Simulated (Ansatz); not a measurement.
CeTaN₃ (cubic perovskite, space group No. 221) under volume change, PBEsol (plane waves, PAW; program Ansatz), scaled uniformly.

```
V (Å³/atom)  E − E(relaxed) (meV/atom)  P (GPa)
-----------  -------------------------  -------
11.792                            88.5    26.32
12.180                            37.3    16.18
12.569                             8.8     7.47
12.958                             0.0     0.00
13.346                               ?        ?
13.735                            30.3   -11.89
14.124                               ?        ?
```

Q: What belongs in the gaps?

A: 
- 13.346, E − E(relaxed) (meV/atom): 8.0
- 13.346, P (GPa): -6.40
- 14.124, E − E(relaxed) (meV/atom): 65.0
- 14.124, P (GPa): -16.57

Q: What does a third-order Birch–Murnaghan fit give for V₀, B₀ and B′?

A: V₀ = 12.96 Å³/atom, B₀ = 230 GPa, B′ = 4.1.

Space group Pm-3m (cubic perovskite). The start of the workflow was typed in or built on a structure type; neither database checked (COD, Materials Project) lists it. Its standing as an ambient phase is unchecked. The cell was relaxed with PBEsol under the symmetry of its start. At this level the phase is dynamically unstable (imaginary phonons). The workflow began spin-polarised and lost its moments. The 4f shell is in the valence. No Hubbard U is applied. Scalar-relativistic: spin–orbit coupling is off unless named, which matters more the heavier the elements.

Potentials: the later of the program's two PAW sets.
